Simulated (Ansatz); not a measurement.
YSi2:
```xyz
3
Lattice="-1.6796 1.6796 4.9230 1.6796 -1.6796 4.9230 1.6796 1.6796 -4.9230" Properties=species:S:1:pos:R:3 pbc="T T T"
Y      0.0000     0.0000     0.0000
Si     0.0000     0.0000     2.9227
Si     0.0000     0.0000     6.9232
```

This is the PBEsol-relaxed structure.

### Question
All from plane-wave PAW PBEsol (Ansatz code), unless another level is named. Give the electronic character.

### Answer
metallic (no gap).

### Question
What about the formation energy from the elements (no fitted shifts)?

### Answer
-0.41 eV/atom.

### Question
What about the density of states at the Fermi level?

### Answer
0.71 states/eV per atom (mean over ±0.08 eV).

Space group I4/mmm (MoSi2 or CaC2 type). A made-up cell: these elements were put on the sites of a structure type; neither database checked (COD, Materials Project) lists it. COD files the formula under space group No. 191, so this cell is another polymorph or a model. Its standing as an ambient phase is unchecked. The PBEsol relaxation kept the symmetry of its start; of distortions, only those at the zone centre were tested. The run is not spin-polarised. The references are the lowest solids computed at this level, not always the standard phases. Scalar-relativistic: spin–orbit coupling is off unless named, which matters more the heavier the elements.

Potentials: the later of the program's two PAW sets.
